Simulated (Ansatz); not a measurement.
input.yaml (Ansatz)

```yaml
crystal:
  lattice:
    - [5.8431746035, 1.0e-10, 0.0]
    - [-2.9215873018, 5.0603376454, 0.0]
    - [0.0, 0.0, 1.3098629481]
  atoms:
    - { symbol: C, position: [0.0, 1.0, 0.0] }
    - { symbol: C, position: [0.3333333333, 0.6666666667, 0.5] }
    - { symbol: C, position: [0.6666666667, 0.3333333333, 0.5] }
hamiltonian:
  xc: lda
  pseudopotentials:
    kind: paw
    azcp:
      C: "pseudopotentials/C.paw.azcp"
basis:
  ecutwfc: 420
  fft_grid_basis: typed
kpoints:
  mp_grid: { grid: [7, 7, 27], shift: [0, 0, 0] }
magnetization:
  spin_polarized: false
scf:
  occupations: { method: fermi_dirac, width: 0.1 }
  lower_state_search: "off"
output:
  stress: true
  write_density: true
  write_potential: true
  elf: true
  volumetric_format: npy
```

Terminal output

```
Warning: the record states the generating functional pbe (its physics header spells it `PBE`), which answers neither for hamiltonian.xc's functional nor for the lda family's — results may be inconsistent (PPs are generated against a specific XC)
Engine: ansatz 0.2.0, aarch64-unknown-linux-gnu
Pseudopotentials: kind: paw
Pseudopotential: C, paw, valence charge 4, recommended cutoff 420 eV (normal) 
Functional definition: SPW92
  exchange = slater_x
  correlation = pw_c
Crystal: 3 atoms, lattice volume = 38.731 Å³
Basis set: ecut = 420 eV, 725 PW (Γ)
Bands: 10, of which v1, the nominal top of the filled ones, is band 6 counted from 1 (5 counted from 0)
Symmetry: 24 space group operations
Space group: P6/mmm (ITA 191), of the structure as read, at distance tolerance 3.4e-5 Å
k-points: 112 of 1323
Non-local potential: C, projectors of the file, l = 0: 2, l = 1: 2, l = 2: 1
PAW form: soft (Blöchl's): semilocal exchange-correlation on the pseudo side does not see the compensation charge
PAW frozen core: C, regenerated for the run's functional, and the local potential with it (the file was generated under x = pbe(κ = 0.804, μ = 0.2195149727645171), c = pbe(β = 0.06672455060314922))
PAW one-centre angular grid: C, 110 points (default); XC on 64 Gauss nodes
Initial density: superposition of atomic densities (neutral atoms: chi_scale 0, normalization atom), corrected by the library's trained network
Initial wavefunctions: pseudopotential atomic-orbital guess
Functional: x = slater, c = lda
SCF iter   1: F=—  HF=-725.411726 eV  |F-HF|=—  |Δ(HF+E_count)|=         —  Δρ=8.35e-3  dr2=1.88e-2  ethr=1.77e-3  ⟨swp⟩=4.1  Hψ=6583  notcnv=0
SCF iter   2: F=—  HF=-725.411529 eV  |F-HF|=—  |Δ(HF+E_count)|=   1.96e-4  Δρ=5.19e-3  dr2=8.75e-3  ethr=1.56e-4  ⟨swp⟩=1.0  Hψ=2016  notcnv=0
SCF iter   3: F=—  HF=-725.411206 eV  |F-HF|=—  |Δ(HF+E_count)|=   3.23e-4  Δρ=8.22e-4  dr2=1.46e-4  ethr=7.29e-5  ⟨swp⟩=1.1  Hψ=1116  notcnv=0
SCF iter   4: F=—  HF=-725.411270 eV  |F-HF|=—  |Δ(HF+E_count)|=   6.41e-5  Δρ=2.10e-4  dr2=1.15e-5  ethr=1.22e-6  ⟨swp⟩=2.4  Hψ=1866  notcnv=0
SCF iter   5: F=—  HF=-725.411264 eV  |F-HF|=—  |Δ(HF+E_count)|=   5.82e-6  Δρ=5.49e-5  dr2=7.71e-7  ethr=9.56e-8  ⟨swp⟩=2.4  Hψ=1869  notcnv=0
SCF iter   6: F=-725.411265 eV  HF=-725.411265 eV  |F-HF|=9.91e-9  |Δ(HF+E_count)|=   4.39e-7  Δρ=4.88e-6  dr2=6.96e-9  ethr=8.33e-10  ⟨swp⟩=10.0  Hψ=8243  notcnv=0
SCF 1 converged in 6 iterations: F = -725.411265 eV  dr2 = 6.96e-9
SCF converged after 6 iterations
Free energy (F): -725.411265 eV
Harris-Foulkes:  -725.411265 eV  (|F-HF|=9.91e-9)
Internal energy: -725.389705 eV  (E = F + TS)
E sigma→0 (E₀):  -725.400485 eV
Entropy (-TS):   -0.021560 eV (-7.187 meV/atom)
Fermi energy:    2.216963 eV
--- Per-component energies (eV) ---
  E_band       = -67.792789
  E_kinetic    = 261.335576
  E_local      = -503.976381  (includes V_loc(G=0)·N_el)
  E_nonlocal   = 85.602836
  E_hartree    = 140.966957
  E_xc         = -137.118221
  E_vxc        = -170.092030  (∫ρ·V_xc dr)
  E_paw        = -275.347631  (= ΣΔE_a)
  E_vpaw       = -22.596128  (= ΣTr[D̂ρ^β])
  E_aug_tail   = 0.000029  (compensation charges beyond the density's cutoff)
  E_ewald      = -297.041368
  E_core_change = 0.188498  (= ΣΔE_core)
  E_smearing   = -0.021560  (= −TS)
  E_closure    = -0.000000  (closes the sum)
  Σ components = -725.411265   (vs F -725.411265, Δ=0.00e0)
--- Stress (GPa, compression-positive) ---
       -0.167632      -0.000000       0.000000
       -0.000000      -0.167632       0.000000
        0.000000       0.000000     -38.834687
  P = ⅓ Tr σ = -13.0567 GPa (-130.567 kbar)
--- Band table (eV; the first three rows and the last of 112) ---
  k-point 0: bands = ["-13.8365", "-13.1650", "-13.1650", "-3.2830", "-3.2830", "-3.2823", "-3.2823", "-1.6194", "-1.6194", "7.5170"]
  k-point 1: bands = ["-13.7649", "-13.0992", "-13.0991", "-3.1693", "-3.1693", "-3.1690", "-3.1690", "-1.5081", "-1.5081", "7.5958"]
  k-point 2: bands = ["-13.5511", "-12.9027", "-12.9026", "-2.8285", "-2.8285", "-2.8282", "-2.8282", "-1.1745", "-1.1745", "7.8309"]
  k-point 111: bands = ["-6.5161", "-6.5096", "-6.5055", "10.1414", "10.2327", "10.2691", "12.2571", "12.4184", "12.5092", "12.6762"]
```
